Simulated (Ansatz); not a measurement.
All numbers below come from Ansatz, DFT PBE, scalar-relativistic, plane waves, PAW. Settings: cutoff 420 eV, Γ-centred meshes spaced at most about 0.3 Å⁻¹, and about 0.25 Å⁻¹ or finer for metals (2π included), Gaussian smearing. No spin polarisation in the final relaxations.

These are static total energies at zero pressure. All come from trial cells, and lower structures may exist.

Question: Order these relaxed structures of Mg2C by energy, lowest first, with the energy over the lowest of them.
1.

Space group Pmmm (No. 47). a = 3.112 Å, b = 3.510 Å, c = 4.295 Å, α = 90.00°, β = 90.00°, γ = 90.00°
```
atom  site  symmetry       x       y       z
  Mg    1b       mmm  0.5000  0.0000  0.0000
  Mg    1g       mmm  0.0000  0.5000  0.5000
   C    1d       mmm  0.5000  0.0000  0.5000
```

2.

Space group P4/mmm (No. 123). a = 3.316 Å, b = 3.316 Å, c = 4.292 Å, α = 90.00°, β = 90.00°, γ = 90.00°
```csv
atom,site,symmetry,x,y,z
Mg,1a,4/mmm,0.0000,0.0000,0.0000
Mg,1d,4/mmm,0.5000,0.5000,0.5000
C,1b,4/mmm,0.0000,0.0000,0.5000
```

Answer: 1 (0 meV/atom), 2 (13 meV/atom). Forms: 1 Pmmm; 2 P4/mmm. Counting C atoms around Mg (those within 1.25 times the shortest such distance or 1.15 times the sum of covalent radii; a slash parts the counts of unlike sites): cell 1 has Mg 2/4; cell 2 has Mg 2/4. Even the lowest lies +0.55 eV/atom against the elements.

The k mesh leaves some 4 meV/atom of noise in the energy of each metallic cell. Cells relaxed within their symmetry can be saddle points. The Pmmm cell of Mg2C came from shaking the P4/mmm one. Some structure types and database cells were kept out of the candidates from the start, so a known form may be missing.
